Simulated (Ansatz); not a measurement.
Name crystals whose computed values (PBEsol in the plane-wave PAW code Ansatz) fall in these windows: Θ_D (K) 240 to 310; electron conductivity mass (mₑ) 0.020 to 0.027; gap (eV) 0.098 to 0.13.



```json
[
 {"crystal": "GaCuSe2, chalcopyrite", "Θ_D (K)": "281", "electron conductivity mass (mₑ)": "0.023", "gap (eV)": "0.12"}
]
```
Others may fit too.

The cell was relaxed under the symmetry of its start. Rows with no word on spin ran without spin polarisation. Scalar-relativistic: spin–orbit coupling is off unless named, which matters more the heavier the elements.

Potentials: the later of the program's two PAW sets.
